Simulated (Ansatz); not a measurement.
BaTiO₃:
```
CELL_PARAMETERS angstrom
      3.98518     0.00000     0.00000
      0.00000     3.98518     0.00000
      0.00000     0.00000     4.20253
ATOMIC_POSITIONS crystal
  Ba 0.00000 0.00000 0.99770
  Ti 0.50000 0.50000 0.48044
  O  0.50000 0.50000 0.04930
  O  0.00000 0.50000 0.52878
  O  0.50000 0.00000 0.52878
```

DFT-PBE in the program Ansatz with PAW potentials gives a gap of 1.84 eV without spin–orbit coupling, maximum at A, minimum at Γ.

Question: What happens when spin–orbit coupling is switched on?

Answer: The gap is nearly the same, to 1.84 eV; maximum at A, minimum at Γ.

Question: Give the electron effective mass with spin–orbit coupling.

Answer: 0.45, 0.45, 9.2 mₑ (principal values).

Question: Give the hole effective mass with spin–orbit coupling.

Answer: 0.87, 0.87, 26 mₑ (principal values).

Space group P4mm. Symmetry was held in the PBE relaxation. At this level the phase is dynamically unstable (imaginary phonons). The run is not spin-polarised.

Potentials: the later of the program's two PAW sets.
